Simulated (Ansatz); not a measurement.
Computed properties of Be

Be:
```xyz
1
Lattice="-1.2501 1.2501 1.2501 1.2501 -1.2501 1.2501 1.2501 1.2501 -1.2501" Properties=species:S:1:pos:R:3 pbc="T T T"
Be     0.0000     0.0000     0.0000
```

Space group Im-3m (No. 229), bcc (W type); conventional cell a = b = c = 2.5003 Å, α = β = γ = 90.00°.

Method: DFT-r²SCAN in the program Ansatz with PAW potentials. Structure relaxed to zero pressure with the same functional. Other levels are named where they apply.

Cell and energy:

```json
{
  "volume_per_atom": "7.82 Å³",
  "density": "1.91 g/cm³"
}
```

Electronic structure:

```json
{
 "electronic_character": "metallic (no gap)",
 "Density of states at the Fermi level": "0.11 states/eV per atom (mean over ±0.08 eV)"
}
```

Mechanics:

```json
{
 "Bulk modulus (Birch–Murnaghan fit)": "125 GPa",
 "Pressure derivative B′": "3.4",
 "Elastic constants (relaxed ions, GPa)": "C11 = 184, C12 = 94.7, C44 = 213",
 "mechanical_stability": "stable (all eigenvalues of C positive)",
 "hill_bulk_and_shear_moduli": "125 and 115 GPa",
 "Young's modulus": "265 GPa",
 "Poisson's ratio": "0.15",
 "debye_temperature_from_the_elastic_constants": "1280 K"
}
```

The workflow started from a Materials Project entry (that database holds measured and hypothetical structures alike); the Crystallography Open Database copy checked does not list it. It is not the phase usual at ambient conditions (space group No. 194). The r²SCAN relaxation kept the symmetry of its start; whether a distortion lowers the energy is not shown. As this level gives no gap, shear constants depend on the k-mesh and smearing (Fermi–Dirac, 0.1 eV here).

Potentials: the later of the program's two PAW sets.
